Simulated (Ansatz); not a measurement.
# Ansatz 0.2.0, settings compared: CaSi

Run with:

```bash
ansatz run input.yaml --threads 1 --pin off --max-ram 2560MiB --backend cpu --events-out ev --progress --plain --runs-dir out
```

input.yaml:

```yaml
crystal:
  lattice:
    - [-3.882028, 0.0, 0.0]
    - [0.0, -4.557163, 0.0]
    - [0.0, 2.278582, 5.358886]
  atoms:
    - { symbol: Si, position: [0.75, 0.07, 0.14] }
    - { symbol: Si, position: [0.25, 0.93, 0.86] }
    - { symbol: Ca, position: [0.75, 0.36, 0.72] }
    - { symbol: Ca, position: [0.25, 0.64, 0.28] }
  symmetry: { tolerance: 0.0003 }
kpoints:
  mp_grid: { grid: [5, 4, 4], shift: [0, 0, 0] }
magnetization:
  spin_polarized: false
scf:
  occupations: { method: fermi_dirac }
hamiltonian:
  pseudopotentials: { kind: paw }
  xc: r2scan
basis:
  ecutwfc: 500
output:
  forces: true
  stress: true
  eigenvalues: true
  write_density: true
  write_potential: true
  elf: true
  volumetric_format: npy
relax:
  max_steps: 40
  cell: {}
```

Origin of the cell: a database entry, scaled a little.

The smearing width isn't typed, so it takes its default of 0.1 eV.

Output of this run (shortened):

```
Pseudopotentials: kind: paw
Pseudopotential: Si, paw, valence charge 4, recommended cutoff 500 eV (meta_gga), Si.paw.azcp
Pseudopotential: Ca, paw, valence charge 10, recommended cutoff 500 eV (meta_gga), Ca.paw.azcp
Functional definition: r2SCAN
  exchange = r2scan_x(k0 = k0, k1 = k1, a1 = a1)
  correlation = r2scan_c
Crystal: 4 atoms, lattice volume = 94.804 Å³
Basis set: ecut = 500 eV, 2417 PW (Γ), exchange–correlation on 120×144×180 points (64 copies of the dense FFT grid, shifted against one another)
Bands: 18, of which v1, the nominal top of the filled ones, is band 14 counted from 1 (13 counted from 0)
Symmetry: 8 space group operations
Space group: Cmcm (ITA 63), of the structure as read, at distance tolerance 1.4e-3 Å
[… 7 lines left out …]
Initial density: superposition of atomic densities (neutral atoms: chi_scale 0, normalization atom), corrected by the library's trained network
Functional: x = r2scan, c = r2scan; τ floored in thin density (d = 2e-4 eV/Å³)
SCF iter   1: F=—  HF=-4923.829415 eV  Δρ=4.82e-3  dr2=1.73e-2  dr2_τ=1.48e-2
SCF iter   2: F=—  HF=-4923.938455 eV  Δρ=3.01e-3  dr2=8.78e-3  dr2_τ=1.42e-4
SCF iter   3: F=—  HF=-4923.937891 eV  Δρ=5.64e-4  dr2=3.76e-4  dr2_τ=4.15e-5
SCF iter   4: F=—  HF=-4923.938150 eV  Δρ=2.08e-4  dr2=5.43e-5  dr2_τ=4.96e-7
SCF iter   5: F=—  HF=-4923.938183 eV  Δρ=4.28e-5  dr2=3.73e-6  dr2_τ=3.68e-8
SCF iter   6: F=—  HF=-4923.938185 eV  Δρ=1.36e-5  dr2=4.70e-7  dr2_τ=4.91e-9
SCF iter   7: F=-4923.938185 eV  HF=-4923.938185 eV  Δρ=3.94e-6  dr2=3.00e-8  dr2_τ=9.01e-10
relax step   1: F+E_penalty+E_count = -4923.938185 eV  Δ(F+E_penalty+E_count) = +0.000e0 eV  max|allowed force component| = 2.665e-1 eV/Å  Δτ_max = 0.0000 Å  P = -0.159 GPa  Ω = 94.804 Å³  (7 […]
relax step   2: F+E_penalty+E_count = -4923.947127 eV  Δ(F+E_penalty+E_count) = -8.942e-3 eV  max|allowed force component| = 3.407e-2 eV/Å  Δτ_max = 0.0268 Å  P = -0.310 GPa  Ω = 95.345 Å³  e […]
relax step   3: F+E_penalty+E_count = -4923.948152 eV  Δ(F+E_penalty+E_count) = -1.025e-3 eV  max|allowed force component| = 4.584e-3 eV/Å  Δτ_max = 0.0041 Å  P = -0.017 GPa  Ω = 94.807 Å³  e […]
relax step   4: F+E_penalty+E_count = -4923.948171 eV  Δ(F+E_penalty+E_count) = -1.931e-5 eV  max|allowed force component| = 7.001e-4 eV/Å  Δτ_max = 0.0005 Å  P = +0.001 GPa  Ω = 94.784 Å³  e […]
relax step   5: F+E_penalty+E_count = -4923.948161 eV  Δ(F+E_penalty+E_count) = +1.040e-5 eV  max|allowed force component| = 6.987e-4 eV/Å  Δτ_max = 0.0000 Å  P = +0.001 GPa  Ω = 94.784 Å³  stress off target by 4.71e-3 GPa […]
SCF 5 converged in 5 iterations: F = -4923.948161 eV  dr2 = 1.27e-11
basis re-selected at this cell: Δ(F+E_penalty+E_count) = +1.040e-5 eV, ΔP = -0.000 GPa vs the last step (what re-selecting the basis moved, of the pressure what is left beyond the Pulay corre […]
SCF converged after 5 iterations
Free energy (F): -4923.948161 eV
Harris-Foulkes:  -4923.948161 eV  (|F-HF|=1.82e-12)
Internal energy: -4923.906030 eV  (E = F + TS)
E sigma→0 (E₀):  -4923.927096 eV
Entropy (-TS):   -0.042130 eV (-10.533 meV/atom)
Fermi energy:    7.796843 eV
--- Per-component energies (eV) ---
  E_band       = -281.913985
  E_kinetic    = 637.340996
  E_local      = -1561.008055  (includes V_loc(G=0)·N_el)
  E_nonlocal   = 176.020637
  E_hartree    = 526.600884
  E_xc         = -376.680773
  E_vxc        = -487.080916  (∫ρ·V_xc dr)
  E_paw        = -2766.410649  (= ΣΔE_a)
  E_vpaw       = -127.296912  (= ΣTr[D̂ρ^β])
  E_aug_tail   = 0.000001  (compensation charges beyond the density's cutoff)
  E_vtau       = 26.908418  (kinetic-family band-sum trace: ∫τ·v_τ [+ j·A + Jᵃ·Aᵃ] dr)
  E_ewald      = -1559.174875
  E_core_change = -0.594197  (= ΣΔE_core)
  E_smearing   = -0.042130  (= −TS)
  Σ components = -4923.948161   (vs F -4923.948161, Δ=0.00e0)
--- Forces (eV/Å), atoms counted from 1 ---
  atom   1  Si    -0.000000    -0.000000    -0.000699
  atom   2  Si     0.000000     0.000000     0.000699
  atom   3  Ca     0.000000    -0.000000    -0.000211
  atom   4  Ca    -0.000000     0.000000     0.000211
  max |Σ_I F_I| component: 0.0 eV/Å
--- Stress (GPa, compression-positive) ---
       -0.000537      -0.000000       0.000000
       -0.000000      -0.001598       0.000000
        0.000000       0.000000       0.004715
  P = ⅓ Tr σ = 0.0009 GPa (0.009 kbar)
--- Relaxed structure (4 steps of the walk, 4 accepted, 1 SCFs on fresh bases) ---
  F+E_penalty+E_count = -4923.948161 eV   max|allowed force component| = 6.987e-4 eV/Å   (the final SCF, on the basis selected at the relaxed cell)
  cell:  # Å, volume = 94.7836 Å³
    - [-3.916091, 0.0, 0.0]
    - [0.0, -4.517287, 2.107e-7]
    - [0.0, 2.258644, 5.358003]
  atoms:
    - { symbol: Si, position: [0.750000, 0.067868, 0.135735] }
    - { symbol: Si, position: [0.250000, 0.932132, 0.864265] }
    - { symbol: Ca, position: [0.750000, 0.361473, 0.722946] }
    - { symbol: Ca, position: [0.250000, 0.638527, 0.277054] }
```

The same input was run again with these changes:

1. `crystal.symmetry` { tolerance: 0.0003 } → { detect: false }
2. `scf.eigensolver.kind` default → davidson
3. `scf.eigensolver.kind` default → davidson; `kpoints.mp_grid.grid` [5, 4, 4] → [2, 2, 2]; `basis.ecutwfc` 500 → "200 eV"
4. `scf.mixing.preconditioner` default → kerker; `basis.ecutwfc` 500 → "36.7 Ry"

```csv
run,end,SCF iterations,volume (Å³/atom),max force component (eV/Å),moment (μB),ΔE(σ→0) (meV/atom)
base,converged,28,23.70,0.001,–,0
1,converged,28,23.69,0.003,–,0.00
2,converged,34,23.70,0.001,–,0.00
3,converged,212,24.50,0.000,–,828.65
4,converged,28,23.70,0.001,–,0.00
```

Energies are compared only where functional, datasets, charge and starting cell are the same.

Run 3 relaxed to another structure than the base run, so its differences aren't those of the setting alone.

Not properties of the system: run 3 (too coarse or loose: `kpoints.mp_grid.grid` = [2, 2, 2], `basis.ecutwfc` = "200 eV").

Caveats of the base run: the k mesh is coarse if the cell is a metal; the relaxation held the start's symmetry, so the end may be a saddle point.

Run 1: the displaced walk ended near the symmetry of the start; the program displaced the start to leave a saddle point.
Run 3: the cutoff lies below the datasets' advice.
Run 4: the cutoff lies below the datasets' advice.

The base run ran for 37 s of wall time on 1 CPU thread(s) of a shared host, from the program's own first density.
